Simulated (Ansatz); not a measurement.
Mg$_{4}$Te$_{3}$Se:
```yaml
crystal:
  lattice:
    - [4.48989, 0.00000, 0.00000]
    - [0.00000, 4.48989, 0.00000]
    - [0.00000, 0.00000, 12.60189]
  atoms:
    - { symbol: Mg, position: [0.50000, 0.00000, 0.60764] }
    - { symbol: Mg, position: [0.00000, 0.50000, 0.39236] }
    - { symbol: Mg, position: [0.50000, 0.00000, 0.13126] }
    - { symbol: Mg, position: [0.00000, 0.50000, 0.86874] }
    - { symbol: Te, position: [0.50000, 0.50000, 0.26207] }
    - { symbol: Te, position: [0.50000, 0.50000, 0.73793] }
    - { symbol: Te, position: [0.00000, 0.00000, 0.00000] }
    - { symbol: Se, position: [0.00000, 0.00000, 0.50000] }
```

Tensor components refer to the Cartesian frame of this cell.

Q: Give the proper piezoelectric stress tensor with relaxed ions from plane-wave PAW r²SCAN (Ansatz code).

A: In C/m², rows x, y, z, Voigt columns; mesh uncertainty up to 0.00.
```
 0.00   0.00   0.00   0.00  -0.14   0.00
 0.00   0.00   0.00   0.14   0.00   0.00
-0.15   0.15   0.00   0.00   0.00   0.00
```

The elastic tensor of the same run (GPa):

```
64.0  22.8  34.3   0.0   0.0   0.0
22.8  64.0  34.3   0.0   0.0   0.0
34.3  34.3  49.5   0.0   0.0   0.0
 0.0   0.0   0.0  20.2   0.0   0.0
 0.0   0.0   0.0   0.0  20.2   0.0
 0.0   0.0   0.0   0.0   0.0   9.2
```

Q: Convert to strain constants d = e·S.

A: In pC/N:
```
 0.0   0.0   0.0   0.0  -7.0   0.0
 0.0   0.0   0.0   7.0   0.0   0.0
-3.7   3.7   0.0   0.0   0.0   0.0
```

Space group P-4m2. The first step of the workflow began from a Materials Project structure, measured or hypothetical; the Crystallography Open Database copy checked does not list it. Its standing as an ambient phase is unchecked. The cell was relaxed with r²SCAN under the symmetry of its start; its stability against distortions is not shown here. Signs of piezoelectric constants follow the polarity of the cell as given. Spin–orbit coupling is left out wherever it is not named.

Potentials: the later of the program's two PAW sets.
